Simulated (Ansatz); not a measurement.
# Cr: from a starting cell to a relaxed one

The start is a generated cell, Cr built in the beta-Sn structure type. The cell and all atomic positions are relaxed at zero pressure with PBE (plane waves to 420 eV, PAW, scalar-relativistic; Ansatz, an electronic-structure program). The first steps use a coarse 15×15×15 k-mesh.

The start:
```yaml
crystal:
  lattice:
    - [-2.25670, 2.25670, 1.23128]
    - [2.25670, -2.25670, 1.23128]
    - [2.25670, 2.25670, -1.23128]
  atoms:
    - { symbol: Cr, position: [0.75000, 0.25000, 0.50000] }
    - { symbol: Cr, position: [0.00000, 0.00000, 0.00000] }
```
Spin-polarised start, with parallel moments on Cr.

```yaml
initial_pressure: "-3.2 GPa (negative: the cell is under tension)"
outcome: The space group stays I4₁/amd (No. 141) (the run could not lower it); the end is AFLOW prototype A_tI4_141_a (A5, as in Sn), with 2 atoms in the primitive cell
moments_at_the_end: zero (the starting moments vanished)
optimiser_moves: 5
```

The end point of the relaxation:

```cif
data_Cr4
_chemical_formula_sum 'Cr4'
_space_group_name_H-M_alt 'I41/amd :1'
_space_group_IT_number 141
_space_group_name_Hall 'I 4bw 2bw -1bw'
_cell_length_a 4.49575
_cell_length_b 4.49575
_cell_length_c 2.44228
_cell_angle_alpha 90.000
_cell_angle_beta 90.000
_cell_angle_gamma 90.000
loop_
_atom_site_label
_atom_site_type_symbol
_atom_site_symmetry_multiplicity
_atom_site_Wyckoff_symbol
_atom_site_fract_x
_atom_site_fract_y
_atom_site_fract_z
_atom_site_occupancy
Cr1 Cr 4 a 0.00000 0.00000 0.00000 1
```
(The calculation used a cell of 2 atoms; values per cell refer to that cell.)

Final values are on a 21×21×21 k-mesh of the relaxed cell. No spin polarisation in the result: the starting moments vanished. A magnetic state may lie lower.

The run could not lower the symmetry of its start; a shaken copy of this end point relaxes with PBE to Im-3m (No. 229), 0.74 eV/atom lower.

The relaxed structure here is a generated cell of Cr: the first start was made by placing the elements on the sites of a structure type, and the end was not matched to a known phase here, so it may be hypothetical. Known forms of Cr include space group No. 229.
